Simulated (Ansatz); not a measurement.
**Electric field gradients in B6H10N**

The cell is a structure deposited in the COD, its atoms then relaxed with PBE in this cell.

Space group Fm-3 (No. 202); a = 10.8781 Å.

```csv
site,Wyckoff,site symmetry,x,y,z
B,48h,m..,0.5000,0.4186,0.1325
H13,32f,.3.,0.1951,0.8049,0.1951
H21,48h,m..,0.5000,0.3615,0.2271
N,8c,23.,0.2500,0.7500,0.2500
```

One atom of each set is listed; the run and its k-mesh use a cell of 34 atoms with edges of 7.69, 7.69, 7.69 Å.

Method: Kohn–Sham DFT in Ansatz, PBE, plane waves and PAW, scalar-relativistic, 420 eV cutoff, Γ-centred 5×5×5 k-points, Fermi–Dirac smearing 0.05 eV.

V_zz is the principal component of the electric field gradient with the largest magnitude, η = (V_xx − V_yy)/V_zz and C_Q = eQV_zz/h.

¹¹B: I = 3/2, Q = 40.59 mb; 2H: I = 1, Q = 2.858 mb; 14N: I = 1, Q = 20.44 mb. Nuclear quadrupole moments: year-2017 set (Pyykkö).

```tsv
site	atoms	first shell	V_zz (10²¹ V/m²)	η	C_Q (MHz)
B	12	1 H at 1.20 Å, 5 B at 1.77–1.78 Å	-0.80	0.12	-0.787
H13	8	1 N at 1.03 Å	2.98	0.00	0.206
H21	12	1 B at 1.20 Å	1.91	0.05	0.132
N	2	4 H at 1.03 Å	0.00	–	0
```

An axis of threefold or higher order runs through H13, so V_zz lies along it and η is zero. N sits on a cubic site, where every gradient vanishes. At B V_zz points along its shortest bond, to H (within 2°). At H21 V_zz points along its bond to B (within 1°).

The lattice is static: at room temperature ammonium may turn and average the couplings of its hydrogen.
